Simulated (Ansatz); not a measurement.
Raman lines of transverse zone-centre modes from the program Ansatz at the LDA level (PAW):

```tsv
ω (cm⁻¹)	relative intensity
150	43
384	19
503	9.1
528	28
638	100
```

### Question
Pick the material that matches.
(A) In2O3, La2O3 or Ni2Al3 type
(B) TiO2, anatase
(C) La2O3, La2O3 or Ni2Al3 type
(D) TiS2, CdI2 type

### Answer
B, TiO2, anatase

Space group I4_1/amd (anatase). Symmetry was held in the LDA relaxation. No spin polarisation was allowed.

Potentials: the earlier of the program's two PAW sets. The files were generated under PBE; for other functionals the program regenerates the frozen cores, and for LDA and PBEsol the local potential too.
